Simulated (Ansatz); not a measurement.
AlPd:
```
AlPd
1.0
    4.86590     0.00000     0.00000
    0.00000     4.86590     0.00000
    0.00000     0.00000     4.86590
Al Pd
4 4
Direct
  0.84457   0.84457   0.84457
  0.65543   0.15543   0.34457
  0.34457   0.65543   0.15543
  0.15543   0.34457   0.65543
  0.14788   0.14788   0.14788
  0.35212   0.85212   0.64788
  0.64788   0.35212   0.85212
  0.85212   0.64788   0.35212
```

Relaxed with r²SCAN.

Task: Map the electron localisation function on the plane through (0.845, 0.845, 0.845) spanned by u = [1, 0, 0] and v = [0, 1, 0] in lattice vectors, from DFT-r²SCAN in the program Ansatz with PAW potentials.

Result: x is the fraction of u, y of v (the angle between them is 90°; rows are the nearest grid lines); atoms in the plane: Al at (0.00, 0.00), Pd at (0.80, 0.51).
```
|9101455322223322234531019|
|1001454322223322234541001|
|0001344322223222234542000|
|1012344332222222334554311|
|3333333333332222333445543|
|5443333333333333222334555|
|4443323333444332222223444|
|3333322334444332122233333|
|2333333334444322233444332|
|2233333334444322344444432|
|2233433344544323443223442|
|3234444444544223432222443|
|2234555555543223432223442|
|2234555555543222443334432|
|2234455554443212344444322|
|2344444444433211123343322|
|3444443333333221112222233|
|5554433333222221112233445|
|5555443322221111222345555|
|4445544322111111223455544|
|1124554321111111234454311|
|0002554321122222234542000|
|1001454322222222234541001|
|9101455322223322234531019|
```
Scale: ten equal steps from 0.023 (start of '0') to 0.973 (end of '9'), in the order '0123456789'; x runs from 0.000 to 1.00, y from 0.000 (bottom) to 1.00 (top).

The density is the valence pseudo-density with augmentation charge, so density and ELF within about 1 Å of a nucleus are not all-electron values.

Space group P2_13. The workflow started from a Materials Project entry (that database holds measured and hypothetical structures alike); the Crystallography Open Database copy checked does not list it. With Al and Pd taken as one species the cell has the higher symmetry Pa-3, so it may be an ordered model of a mixed-site phase. Its standing as an ambient phase is unchecked. The cell was relaxed with r²SCAN under the symmetry of its start; its stability against distortions is not shown here. The run is not spin-polarised.

Potentials: the earlier of the program's two PAW sets. The files were generated under PBE; for other functionals the program regenerates the frozen cores, and for LDA and PBEsol the local potential too.
